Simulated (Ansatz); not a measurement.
An Ansatz input:

```yaml
crystal:
  lattice:
    - [0.0, 2.7838202825, 2.7838202825]
    - [2.7838202825, 0.0, 2.7838202825]
    - [2.7838202825, 2.7838202825, 0.0]
  atoms:
    - { symbol: Ti, position: [0.125, 0.125, 0.125] }
    - { symbol: Ti, position: [0.875, 0.875, 0.875] }
hamiltonian:
  xc: r2scan
  pseudopotentials:
    kind: paw
    azcp:
      Ti: "pseudopotentials/Ti.paw.azcp"
basis:
  ecutwfc: 500
  fft_grid_basis: typed
kpoints:
  mp_grid: { grid: [16, 16, 16], shift: [0, 0, 0] }
magnetization:
  spin_polarized: false
scf:
  occupations: { method: fermi_dirac, width: 0.1 }
```

Terminal output

```
Engine: ansatz 0.2.0, x86_64-unknown-linux-gnu
Pseudopotentials: kind: paw
Pseudopotential: Ti, paw, valence charge 12, recommended cutoff 500 eV (meta_gga) 
Functional definition: r2SCAN
  parameter k0 = 0.174
  parameter k1 = 0.065
  parameter a1 = 4.9479
  exchange = r2scan_x(k0 = k0, k1 = k1, a1 = a1)
  correlation = r2scan_c
Crystal: 2 atoms, lattice volume = 43.147 Å³
Basis set: ecut = 500 eV, 1067 PW (Γ), exchange–correlation on 120×120×120 points (64 copies of the dense FFT grid, shifted against one another)
Bands: 16, of which v1, the nominal top of the filled ones, is band 12 counted from 1 (11 counted from 0)
Symmetry: 48 space group operations
Space group: Fd-3m (ITA 227), of the structure as read, at distance tolerance 3.5e-5 Å
k-points: 145 of 4096
Non-local potential: Ti, projectors of the file, l = 0: 3, l = 1: 2, l = 2: 3, l = 3: 1
PAW form: soft (Blöchl's): semilocal exchange-correlation on the pseudo side does not see the compensation charge
PAW frozen core: Ti, regenerated for the run's functional (the file was generated under x = pbe(κ = 0.804, μ = 0.2195149727645171), c = pbe(β = 0.06672455060314922))
PAW one-centre angular grid: Ti, 590 points (default); XC on 160 Gauss nodes
Initial density: superposition of atomic densities (neutral atoms: chi_scale 0, normalization atom), corrected by the library's trained network
Initial wavefunctions: pseudopotential atomic-orbital guess
Functional: x = r2scan, c = r2scan; τ floored in thin density (d = 2e-4 eV/Å³)
SCF iter   1: F=—  HF=-5003.559186 eV  |F-HF|=—  |Δ(HF+E_count)|=         —  Δρ=1.70e-2  dr2=1.11e-1  dr2_τ=2.56e-2  ethr=1.77e-3  ⟨swp⟩=4.0  Hψ=9622  notcnv=0
SCF iter   2: F=—  HF=-5003.663345 eV  |F-HF|=—  |Δ(HF+E_count)|=   1.04e-1  Δρ=6.48e-3  dr2=9.34e-3  dr2_τ=1.46e-3  ethr=4.63e-4  ⟨swp⟩=2.7  Hψ=5312  notcnv=0
SCF iter   3: F=—  HF=-5003.673234 eV  |F-HF|=—  |Δ(HF+E_count)|=   9.89e-3  Δρ=4.30e-3  dr2=4.79e-3  dr2_τ=2.82e-4  ethr=3.89e-5  ⟨swp⟩=2.2  Hψ=2884  notcnv=0
SCF iter   4: F=—  HF=-5003.678764 eV  |F-HF|=—  |Δ(HF+E_count)|=   5.53e-3  Δρ=5.72e-4  dr2=1.38e-4  dr2_τ=2.74e-6  ethr=2.00e-5  ⟨swp⟩=2.0  Hψ=3937  notcnv=0
SCF iter   5: F=—  HF=-5003.678831 eV  |F-HF|=—  |Δ(HF+E_count)|=   6.66e-5  Δρ=1.90e-4  dr2=2.94e-5  dr2_τ=6.02e-7  ethr=5.74e-7  ⟨swp⟩=2.2  Hψ=3274  notcnv=0
SCF iter   6: F=—  HF=-5003.678843 eV  |F-HF|=—  |Δ(HF+E_count)|=   1.22e-5  Δρ=8.98e-5  dr2=2.10e-6  dr2_τ=7.13e-8  ethr=1.23e-7  ⟨swp⟩=2.0  Hψ=2998  notcnv=0
SCF iter   7: F=—  HF=-5003.678852 eV  |F-HF|=—  |Δ(HF+E_count)|=   8.66e-6  Δρ=3.00e-5  dr2=3.25e-7  dr2_τ=5.20e-9  ethr=8.74e-9  ⟨swp⟩=2.1  Hψ=4110  notcnv=0
SCF iter   8: F=-5003.678853 eV  HF=-5003.678853 eV  |F-HF|=2.05e-8  |Δ(HF+E_count)|=   8.78e-7  Δρ=6.03e-6  dr2=1.46e-8  dr2_τ=6.82e-10  ethr=4.17e-10  ⟨swp⟩=3.0  Hψ=5159  notcnv=0
SCF 1 converged in 8 iterations: F = -5003.678853 eV  dr2 = 1.46e-8
SCF converged after 8 iterations
Free energy (F): -5003.678853 eV
Harris-Foulkes:  -5003.678853 eV  (|F-HF|=2.05e-8)
Internal energy: -5003.490556 eV  (E = F + TS)
E sigma→0 (E₀):  -5003.584704 eV
Entropy (-TS):   -0.188297 eV (-94.149 meV/atom)
Fermi energy:    10.042815 eV
--- Per-component energies (eV) ---
  E_band       = -415.063543
  E_kinetic    = 551.169968
  E_local      = -2163.955032  (includes V_loc(G=0)·N_el)
  E_nonlocal   = 25.123716
  E_hartree    = 893.442269
  E_xc         = -183.276708
  E_vxc        = -263.159665  (∫ρ·V_xc dr)
  E_paw        = -2119.290032  (= ΣΔE_a)
  E_vpaw       = -370.113577  (= ΣTr[D̂ρ^β])
  E_aug_tail   = 0.000189  (compensation charges beyond the density's cutoff)
  E_vtau       = 18.980824  (kinetic-family band-sum trace: ∫τ·v_τ [+ j·A + Jᵃ·Aᵃ] dr)
  E_ewald      = -2006.198010
  E_core_change = -0.506914  (= ΣΔE_core)
  E_smearing   = -0.188297  (= −TS)
  E_closure    = 0.000000  (closes the sum)
  Σ components = -5003.678853   (vs F -5003.678853, Δ=0.00e0)
```

Command:

```sh
ansatz run input.yaml --threads 1 --pin off --max-ram 3584MiB --backend cpu --events-out ev --progress --plain --runs-dir out
```

On 1 thread of Intel(R) Xeon(R) Platinum 8259CL CPU @ 2.50GHz (Skylake/Cascade Lake) (shared host) this took about 13 s of wall time and 13 s of CPU time.
